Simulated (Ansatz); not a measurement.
Here is the system:

Relaxed SnTe (rock salt):

```
SnTe
1.0
    0.00000     6.40926     6.40926
    3.20463     3.20463     6.40926
    3.20463     3.20463     0.00000
Te Sn
2 2
Direct
  0.00000   0.00000   0.00000
  0.50000   0.00000   0.00000
  0.00000   0.50000   0.50000
  0.50000   0.50000   0.50000
```

A phonon eigenvector at X = (0.5, 0.5, 0.0) is frozen into this cell: atom i moves by Q times the vector below, so Q is the largest atomic displacement, in Å. The cell is held. It is one choice among 2 degenerate patterns. (q is in reciprocal vectors of the primitive cell; the cell shown is doubled to hold the pattern.)

| atom | x | y | z |
|---|---|---|---|
| Te1 | 0.000 | 1.000 | 0.000 |
| Te2 | 0.000 | -1.000 | 0.000 |
| Sn3 | 0.000 | 0.254 | 0.000 |
| Sn4 | 0.000 | -0.254 | 0.000 |

Method: PBE (plane waves to 420 eV, PAW, scalar-relativistic; Ansatz, a program for electronic structure). k mesh 13×13×13 (Γ-centred), Fermi-Dirac smearing 0.05 eV. The energy includes the smearing's −TS. SnTe was relaxed with its symmetry unable to fall. Spin-orbit coupling is left out, though Te is heavy. The PAW data are Ansatz's earlier set. ΔE is measured from the undisplaced structure.

The scan covers Q from -0.180 to 0.180 Å in 13 points.

Q: Which space group does the distorted structure have?

A: Cmcm (No. 63), lowered from Fm-3m.

Q: What is the energy change at Q = 0.180 Å?

A: 65.9 meV/cell.

Q: What harmonic wavenumber does the curvature at Q = 0 give?

A: 59 cm⁻¹.

(A displaced cell: forces are minus the slopes of the energy, force constants its curvatures, and phonons follow from these.)
